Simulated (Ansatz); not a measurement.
Relaxation of a generated cell, TiAl placed in the AFLOW prototype AB_hP4_186_b_b (B4, as in ZnS); 4 atoms in the cell, which starts as P6₃mc (No. 186), hP4; a = 3.5143 Å, b = 3.5143 Å, c = 5.7556 Å, α = 90.00°, β = 90.00°, γ = 120.00°. These are r2SCAN (plane waves to 500 eV, PAW, scalar-relativistic; Ansatz, a quantum-chemistry and plane-wave program) values and carry that method's errors. Γ-centred k-mesh 11×11×6 on the run's cell (coarser than for final values), Fermi–Dirac smearing 0.05 eV. This is the first round of the run. 

The optimiser's lines from the output (shortened; P is positive under compression):

```
relax step   1: F+E_penalty+E_count = -6078.15551568 eV  Δ(F+E_penalty+E_count) = +0.000e0 eV  max|allowed force component| = 4.487e-1 eV/Å  Δτ_max = 0.0000 Å  P = +56.324 GPa  Ω = 61.561 Å³  (9 SCF iters, dr2 threshold 1.00e-7 eV, accepted)
relax step   2: F+E_penalty+E_count = -6080.62310518 eV  Δ(F+E_penalty+E_count) = -2.468e0 eV  max|allowed force component| = 4.206e-1 eV/Å  Δτ_max = 0.0110 Å  P = +34.668 GPa  Ω = 70.287 Å³  (8 SCF iters, dr2 threshold 4.00e-7 eV, accepted)
relax step   3: F+E_penalty+E_count = -6082.19275580 eV  Δ(F+E_penalty+E_count) = -1.570e0 eV  max|allowed force component| = 3.905e-1 eV/Å  Δτ_max = 0.0207 Å  P = +20.667 GPa  Ω = 78.997 Å³  (7 SCF iters, dr2 threshold 4.00e-7 eV, accepted)
relax step   4: F+E_penalty+E_count = -6083.18727249 eV  Δ(F+E_penalty+E_count) = -9.945e-1 eV  max|allowed force component| = 4.205e-1 eV/Å  Δτ_max = 0.0350 Å  P = +11.619 GPa  Ω = 86.862 Å³  (7 SCF iters, dr2 threshold 4.00e-7 eV, accepted)
relax step   5: F+E_penalty+E_count = -6084.14644057 eV  Δ(F+E_penalty+E_count) = -9.592e-1 eV  max|allowed force component| = 8.063e-1 eV/Å  Δτ_max = 0.0765 Å  P = +6.441 GPa  Ω = 90.711 Å³  (8 SCF iters, dr2 threshold 4.00e-7 eV, accepted)
relax step   6: F+E_penalty+E_count = -6085.13743695 eV  Δ(F+E_penalty+E_count) = -9.910e-1 eV  max|allowed force component| = 8.575e-1 eV/Å  Δτ_max = 0.0845 Å  P = +1.651 GPa  Ω = 94.355 Å³  (8 SCF iters, dr2 threshold 4.00e-7 eV, accepted)
relax step   7: F+E_penalty+E_count = -6085.89919466 eV  Δ(F+E_penalty+E_count) = -7.618e-1 eV  max|allowed force component| = 5.798e-1 eV/Å  Δτ_max = 0.0797 Å  P = -0.034 GPa  Ω = 94.039 Å³  (8 SCF iters, dr2 threshold 4.00e-7 eV, accepted)
relax step   8: F+E_penalty+E_count = -6086.21715646 eV  Δ(F+E_penalty+E_count) = -3.180e-1 eV  max|allowed force component| = 2.663e-1 eV/Å  Δτ_max = 0.0681 Å  P = +0.979 GPa  Ω = 92.182 Å³  (8 SCF iters, dr2 threshold 4.00e-7 eV, accepted)
relax step   9: F+E_penalty+E_count = -6086.23053551 eV  Δ(F+E_penalty+E_count) = -1.338e-2 eV  max|allowed force component| = 1.714e-3 eV/Å  Δτ_max = 0.0150 Å  P = -0.601 GPa  Ω = 94.520 Å³  (7 SCF iters, dr2 threshold 4.00e-7 eV, accepted)
relax step  10: F+E_penalty+E_count = -6086.23258016 eV  Δ(F+E_penalty+E_count) = -2.045e-3 eV  max|allowed force component| = 8.645e-4 eV/Å  Δτ_max = 0.0000 Å  P = -0.018 GPa  Ω = 93.656 Å³  (6 SCF iters, dr2 threshold 4.00e-7 eV, accepted)
relax step  11: F+E_penalty+E_count = -6086.23258880 eV  Δ(F+E_penalty+E_count) = -8.643e-6 eV  max|allowed force component| = 7.371e-6 eV/Å  Δτ_max = 0.0000 Å  P = -0.000 GPa  Ω = 93.630 Å³  (5 SCF iters, dr2 threshold 1.27e-9 eV, accepted)
relax step  12: F+E_penalty+E_count = -6086.28448657 eV  Δ(F+E_penalty+E_count) = -5.190e-2 eV  max|allowed force component| = 4.657e-6 eV/Å  Δτ_max = 0.0000 Å  P = +0.651 GPa  Ω = 93.630 Å³  stress off target by 9.33e-1 GPa  SCF on the basis re-selected at this cell (its energy is not comparable with the rows above)  (9 SCF iters)
relax step  13: F+E_penalty+E_count = -6086.28727143 eV  Δ(F+E_penalty+E_count) = -2.785e-3 eV  max|allowed force component| = 6.664e-4 eV/Å  Δτ_max = 0.0000 Å  P = +0.085 GPa  Ω = 94.617 Å³  (6 SCF iters, dr2 threshold 4.00e-7 eV, accepted)
relax step  14: F+E_penalty+E_count = -6086.28728292 eV  Δ(F+E_penalty+E_count) = -1.149e-5 eV  max|allowed force component| = 8.390e-6 eV/Å  Δτ_max = 0.0000 Å  P = +0.005 GPa  Ω = 94.755 Å³  (5 SCF iters, dr2 threshold 3.02e-8 eV, accepted)
relax step  15: F+E_penalty+E_count = -6086.28757742 eV  Δ(F+E_penalty+E_count) = -2.945e-4 eV  max|allowed force component| = 1.005e-5 eV/Å  Δτ_max = 0.0000 Å  P = +0.006 GPa  Ω = 94.755 Å³  stress off target by 8.88e-3 GPa  SCF on the basis re-selected at this cell (its energy is not comparable with the rows above)  (7 SCF iters)
```

From the first to the last row the energy changes by -2.03 eV/atom and the volume by +53.9 %. The last row is marked as not comparable with the walk above it, whose basis was carried along; it does compare with step 1, since both stand on a basis selected at the nominal cutoff for their own cell.

Energy and pressure jump between steps 11 and 12 at one geometry, where the plane-wave basis was selected anew. While the cell walks, the set of plane waves is carried along, so its effective cutoff drifts with the strain; re-selecting it at 500 eV moved the energy by -0.013 eV/atom and the pressure by 0.7 GPa. Only step 1 and rows on a re-selected basis compare with each other.

Later rounds, restarted from the end of this one on a renewed k-mesh, logged 6 more steps and released under 0.01 eV/atom more. The final structure after all rounds: P6₃/mmc (No. 194), hP4; a = 4.6156 Å, b = 4.6156 Å, c = 5.1373 Å, α = 90.00°, β = 90.00°, γ = 120.00°. Between re-selections the logged energies stand on a plane-wave basis carried along with the cell. No spin polarisation in the result. A magnetic state may lie lower.

The run could not lose the symmetry of its start: the end is stationary, and may be a saddle point rather than a minimum.

The relaxed structure here is a generated cell of TiAl: the first start was made by placing the elements on the sites of a structure type, and the end was not matched to a known phase here, so it may be hypothetical. Known forms of TiAl include space group No. 123.
